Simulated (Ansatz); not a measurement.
SnSe:
Space group Pnma (No. 62); a = 11.6733 Å, b = 4.1227 Å, c = 4.6504 Å, α = 90.00°, β = 90.00°, γ = 90.00°

```csv
atom,site,symmetry,x,y,z
Sn,4c,.m.,0.1209,0.2500,0.1229
Se,4c,.m.,0.3528,0.2500,0.0145
```

Relaxed with plane-wave PAW r²SCAN+D4 (Ansatz code). Indices refer to the conventional cell of Pnma, a = 11.673 Å, b = 4.123 Å, c = 4.650 Å, α = β = γ = 90.00°.

Problem. Simulate the powder diffraction pattern (Fe Kα, λ = 1.93735 Å; lines above 1 %) up to 2θ = 90°.

Solution. Simulated powder pattern, Fe Kα, λ = 1.93735 Å (kinematic, ideal powder, no thermal factors, no anomalous dispersion; the 30 strongest lines at most, above 1 %, up to 2θ = 90°):

| 2θ (°) | d (Å) | I/Imax (%) | hkl |
|---|---|---|---|
| 30.89 | 3.637 | 33 | (201) |
| 33.44 | 3.367 | 8.1 | (210) |
| 36.60 | 3.085 | 30 | (011) |
| 37.90 | 2.983 | 100 | (111) |
| 38.77 | 2.918 | 55 | (400) |
| 47.25 | 2.417 | 32 | (311) |
| 47.99 | 2.382 | 5.2 | (410) |
| 49.24 | 2.325 | 5.4 | (002) |
| 50.27 | 2.280 | 13 | (102) |
| 54.38 | 2.120 | 19 | (411) |
| 55.33 | 2.086 | 4.3 | (501) |
| 56.06 | 2.061 | 22 | (020) |
| 58.07 | 1.996 | 9.2 | (302) |
| 58.08 | 1.995 | 12 | (112) |
| 60.83 | 1.913 | 9.1 | (212) |
| 62.71 | 1.862 | 27 | (511) |
| 64.37 | 1.819 | 3.6 | (402) |
| 65.26 | 1.797 | 5.8 | (312) |
| 65.33 | 1.795 | 4.2 | (601) |
| 65.39 | 1.793 | 8.2 | (221) |
| 70.25 | 1.684 | 20 | (420) |
| 72.03 | 1.647 | 4.1 | (502) |
| 78.16 | 1.537 | 4.8 | (103) |
| 78.57 | 1.530 | 7.5 | (512) |
| 78.61 | 1.529 | 7.5 | (122) |
| 83.19 | 1.459 | 4.3 | (800) |
| 83.77 | 1.451 | 4.4 | (013) |
| 84.55 | 1.440 | 5.7 | (303) |
| 84.99 | 1.434 | 6.6 | (322) |
| 89.53 | 1.376 | 3.1 | (810) |

Symmetry was held in the r²SCAN+D4 relaxation. Scalar-relativistic: spin–orbit coupling is off unless named, which matters more the heavier the elements.

Potentials: the later of the program's two PAW sets.
